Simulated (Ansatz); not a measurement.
SiB2Mo2:
```yaml
crystal:
  lattice:
    - [1.52267, -5.54193, 0.00000]
    - [1.52267, 5.54193, 0.00000]
    - [0.00000, 0.00000, 3.11349]
  atoms:
    - { symbol: Si, position: [0.00000, 0.00000, 0.00000] }
    - { symbol: Mo, position: [0.36343, 0.63657, 0.50000] }
    - { symbol: Mo, position: [0.63657, 0.36343, 0.50000] }
    - { symbol: B, position: [0.20688, 0.79312, 0.00000] }
    - { symbol: B, position: [0.79312, 0.20688, 0.00000] }
```

Relaxed with PBEsol. Special points in fractions of this cell's reciprocal vectors: Γ (0.000, 0.000, 0.000); Y (-0.500, 0.500, 0.000); C0 (-0.269, 0.731, 0.000); Σ0 (0.269, 0.269, 0.000); Z (0.000, 0.000, 0.500); A0 (0.269, 0.269, 0.500); E0 (-0.269, 0.731, 0.500); T (-0.500, 0.500, 0.500); S (0.000, 0.500, 0.000); R (0.000, 0.500, 0.500).

Question: List the band energies nearest the Fermi level at these points for PBEsol in the plane-wave PAW code Ansatz.

Answer: In eV from the Fermi level; about four levels below and three above (degenerate sets whole), none deeper than 8.9 eV; points with the same levels are listed once.

```
k                     below           above
--  -----------------------  --------------
Γ   -4.24 -4.02 -3.92 -0.79  0.10 0.34 0.67
Y   -4.12 -3.68 -1.52 -0.68  0.15 0.90 1.56
C0  -4.00 -3.76 -0.70 -0.01  0.13 1.17 2.23
Z   -2.49 -2.16 -1.88 -0.62  0.41 1.45 1.60
A0  -5.07 -4.13 -0.71 -0.43  0.15 0.34 2.26
T   -3.98 -1.91 -1.50 -1.48  1.56 1.95 2.19
S   -3.97 -3.63 -0.65 -0.03  0.17 0.84 2.08
R   -4.96 -4.07 -0.83 -0.50  0.21 0.49 2.29
```

Space group Cmmm. The start of the workflow was typed in or built on a structure type; neither database checked (COD, Materials Project) lists it. Its standing as an ambient phase is unchecked. The PBEsol relaxation kept the symmetry of its start; its stability against distortions is not shown here. The run is not spin-polarised. Scalar-relativistic: spin–orbit coupling is off unless named, which matters more the heavier the elements.

Potentials: the earlier of the program's two PAW sets. The files were generated under PBE; for other functionals the program regenerates the frozen cores, and for LDA and PBEsol the local potential too.
